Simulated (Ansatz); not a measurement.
Here is the system:

Ge2Pt:
```
CELL_PARAMETERS angstrom
     -3.06477     3.06477     2.79709
      3.06477    -3.06477     2.79709
      3.06477     3.06477    -2.79709
ATOMIC_POSITIONS crystal
  Ge 0.65000 0.15000 0.80001
  Ge 0.85000 0.65000 0.50000
  Ge 0.15000 0.35000 0.50000
  Ge 0.35000 0.85000 0.19999
  Pt 0.25000 0.25000 0.00000
  Pt 0.75000 0.75000 0.00000
```

This is the PBE-relaxed structure.

All from PBE in the plane-wave PAW code Ansatz, unless another level is named. Give the electronic character.

metallic (no gap).

What about the density of states at the Fermi level?

0.40 states/eV per atom (mean over ±0.08 eV).

Next, the formation energy from the elements (no fitted shifts)?

-17 kJ/mol of atoms.

Space group I4/mcm. A made-up cell: these elements were put on the sites of a structure type; neither database checked (COD, Materials Project) lists it. COD files the formula under space group No. 58, so this cell is another polymorph or a model. Whether it is the stable phase at ambient conditions was not checked. Symmetry was held in the PBE relaxation; its stability against distortions is not shown here. The run is not spin-polarised. The references are the lowest solids computed at this level, not always the standard phases. Spin–orbit coupling is left out wherever it is not named.

Potentials: the later of the program's two PAW sets.
